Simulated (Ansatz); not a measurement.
## Structure relaxation, Nb2C

The start is a relaxed Nb2C cell displaced along its unstable phonon at q = Γ (162i cm⁻¹), largest move 0.15 Å. The structure is fully relaxed (lattice and positions, P = 0) with PBE (plane waves to 420 eV, PAW, scalar-relativistic; Ansatz, a quantum-chemistry and plane-wave program). The first steps use a coarse 6×6×10 k-mesh.

Starting cell:
```yaml
crystal:
  lattice:
    - [6.50846, 0.00000, 0.00000]
    - [-3.25423, 5.63649, 0.00000]
    - [0.00000, 0.00000, 3.22993]
  atoms:
    - { symbol: Nb, position: [0.24771, 0.98785, 0.00000] }
    - { symbol: Nb, position: [0.99393, 0.24535, 0.00000] }
    - { symbol: Nb, position: [0.74385, 0.73777, 0.00000] }
    - { symbol: Nb, position: [0.59465, 0.02480, 0.50000] }
    - { symbol: Nb, position: [0.01240, 0.58753, 0.50000] }
    - { symbol: Nb, position: [0.41062, 0.42302, 0.50000] }
    - { symbol: C, position: [0.99304, 0.98607, 0.50000] }
    - { symbol: C, position: [0.30721, 0.64920, 0.00000] }
    - { symbol: C, position: [0.67532, 0.31587, 0.00000] }
```

Question: What is the largest force in the starting geometry, and on which atom (counted from 1)?

Answer: 0.67 eV/Å, on C9 (atoms numbered as listed).

Question: How much energy is released per atom?

Answer: 0.20 eV/atom.

Question: How does the volume per atom move from start to end?

Answer: +3.5 %, from 13.17 to 13.63 Å³/atom.

Question: Is the parent structure recovered?

Answer: It does not go back: it reaches Pm (No. 6), 0.21 eV/atom below the parent.

Question: How do the shortest distances between atoms change?

Answer: The closest pairs of elements (up to four, under 3.6 Å), start → end: C–Nb 2.29 → 2.18 Å; Nb–Nb 2.66 → 2.69 Å; C–C 3.23 → 3.13 Å.

Question: What does it relax into? Give the structure.

Answer: 
```cif
data_C3Nb6
_chemical_formula_sum 'Nb6 C3'
_space_group_name_H-M_alt 'Pm'
_space_group_IT_number 6
_space_group_name_Hall 'P -2y'
_cell_length_a 6.03476
_cell_length_b 3.17331
_cell_length_c 6.62087
_cell_angle_alpha 90.000
_cell_angle_beta 104.666
_cell_angle_gamma 90.000
loop_
_atom_site_label
_atom_site_type_symbol
_atom_site_symmetry_multiplicity
_atom_site_Wyckoff_symbol
_atom_site_fract_x
_atom_site_fract_y
_atom_site_fract_z
_atom_site_occupancy
Nb1 Nb 1 a 0.74361 0.00000 0.09090 1
Nb2 Nb 1 a 0.96548 0.00000 0.77636 1
Nb3 Nb 1 a 0.29640 0.00000 0.22483 1
Nb4 Nb 1 b 0.33839 0.50000 0.87246 1
Nb5 Nb 1 b 0.02829 0.50000 0.42705 1
Nb6 Nb 1 b 0.57983 0.50000 0.56267 1
C1 C 1 b 0.04215 0.50000 0.06515 1
C2 C 1 a 0.74796 0.00000 0.42040 1
C3 C 1 a 0.27916 0.00000 0.60272 1
```

Final values are on a 8×15×8 k-mesh of the relaxed cell. No spin polarisation in the result.

The run could not lose the symmetry of its start: the end is stationary, and may be a saddle point rather than a minimum.

The relaxed structure here is a generated cell of Nb2C: the first start was made by placing the elements on the sites of a structure type, and the end was not matched to a known phase here, so it may be hypothetical.
